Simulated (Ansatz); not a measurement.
Elastic constants of Pb (Fm-3m) under pressure

```yaml
crystal:
  lattice:
    - [0.00000, 2.44059, 2.44059]
    - [2.44059, 0.00000, 2.44059]
    - [2.44059, 2.44059, 0.00000]
  atoms:
    - { symbol: Pb, position: [0.00000, 0.00000, 0.00000] }
```

This is the zero-pressure cell. At each pressure cell and atoms are relaxed in this structure, and the constants are slopes of the stress at strains of ±0.005 with relaxed ions (the coefficients that govern stability under load). Level: LDA, PAW on Ansatz 0.2.0's default frozen-core files (fitted under PBE), scalar-relativistic; k mesh 20×20×20, strains of ±0.005, Fermi-Dirac smearing of 0.080 eV, cutoff 420 eV. P is the pressure of the relaxed cell, less that of this one.

```
P (GPa)    V/V₀  C11 (GPa)  C12 (GPa)  C44 (GPa)
   0.00  1.0000       57.9       49.1       19.1
   1.01       ?          ?          ?          ?
   1.97  0.9658       68.3       58.2       21.1
   4.00  0.9366       78.5       67.1       23.0
   7.01  0.9009       92.7       79.9       25.7
  10.00  0.8717      106.7       92.5       28.7
  14.99  0.8321      128.8      113.5       33.7
```

Task: Does the bulk modulus from the constants agree with the pressure-volume curve?

Result: A third-order Birch-Murnaghan fit to the volumes shown (F against f, f = [(V₀/V)^(2/3) − 1]/2) gives B₀ = 52.1 GPa and B′ = 4.9. Its −V dP/dV stands beside (C11 + 2C12)/3:

| P (GPa) | from P(V) | from the constants |
| --- | --- | --- |
| 0.00 | 52.1 | 52.0 |
| 1.97 | 61.5 | 61.6 |
| 4.00 | 70.8 | 70.9 |
| 7.01 | 84.3 | 84.2 |
| 10.00 | 97.3 | 97.2 |
| 14.99 | 118.3 | 118.6 |

Task: What are the pressure derivatives at zero pressure?

Result: Slopes at V₀ of quadratic fits in −ln(V/V₀) through the first four rows shown, divided by B₀: dC11/dP = 5.4, dC12/dP = 4.6, dC44/dP = 1.0. The mean slopes up to 4.0 GPa are 5.1, 4.5, 1.0; curvature and scatter of the constants part the two. The combination (dC11/dP + 2 dC12/dP)/3 = 4.9 stands against B′.

Task: Fill the row at 1.01 GPa.

Result: Cubic fits in −ln(V/V₀) through all rows shown give C11 = 63.3, C12 = 53.8, C44 = 20.1 GPa. Computed: V/V₀ = 0.9817, C11 (GPa) = 63.3, C12 (GPa) = 53.8, C44 (GPa) = 20.1.

Task: Does a shear stiffness soften?

Result: C44 goes from 19.1 to 33.7 GPa; (C11 − C12)/2 goes from 4.4 to 7.6 GPa. Neither ends more than 3 % under its start, and the lattice stays mechanically stable over this range.

Keep in mind: no other phase was computed; many crystals of this kind change structure within this range, and rows or crossings beyond such a change describe a metastable lattice; frozen-core PAW files fitted under PBE, their cores solved anew for the functional of the run; responses of metals move with mesh and smearing; no spin-orbit coupling on heavy atoms; phonons weren't checked at these pressures.
